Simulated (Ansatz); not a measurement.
ZnAg:
```cif
data_AgZn
_chemical_formula_sum 'Zn1 Ag1'
_space_group_name_H-M_alt 'P-6m2'
_space_group_IT_number 187
_space_group_name_Hall 'P -6 2'
_cell_length_a 2.82013
_cell_length_b 2.82013
_cell_length_c 4.28795
_cell_angle_alpha 90.000
_cell_angle_beta 90.000
_cell_angle_gamma 120.000
loop_
_atom_site_label
_atom_site_type_symbol
_atom_site_symmetry_multiplicity
_atom_site_Wyckoff_symbol
_atom_site_fract_x
_atom_site_fract_y
_atom_site_fract_z
_atom_site_occupancy
Zn1 Zn 1 a 0.00000 0.00000 0.00000 1
Ag1 Ag 1 d 0.33333 0.66667 0.50000 1
```

Relaxed at zero pressure with LDA (plane waves, PAW; program Ansatz).

Task: The volume is lowered by 3 % and shape and atoms relax at that volume. What pressure results, and how do the axes share the change?

Result: 4.1 GPa; a -1.2 %, b -1.2 %, c -0.5 %; the energy rises by 5 meV/atom.

Task: Give the new structure.

Result: 
Space group P-6m2 (No. 187); a = b = 2.785 Å, c = 4.265 Å, α = β = 90.00°, γ = 120.00°

```json
[
 {"atom": "Zn", "site": "1a", "symmetry": "-6m2", "x": "0.0000", "y": "0.0000", "z": "0.0000"},
 {"atom": "Ag", "site": "1d", "symmetry": "-6m2", "x": "0.3333", "y": "0.6667", "z": "0.5000"}
]
```

The phase is kept; no other phase was compared at this pressure.

The first step of the workflow began from a Materials Project structure, measured or hypothetical; the Crystallography Open Database copy checked does not list it. COD files the formula under space group No. 221. With Zn and Ag taken as one species the cell has the higher symmetry P6_3/mmc, so it may be an ordered model of a mixed-site phase. Its standing as an ambient phase is unchecked. The cell was relaxed with LDA under the symmetry of its start; whether a distortion lowers the energy is not shown. No spin polarisation was allowed. Axis ratios of metals converge slowly with the k-mesh, so a and c are less sure than the volume.

Potentials: the later of the program's two PAW sets.
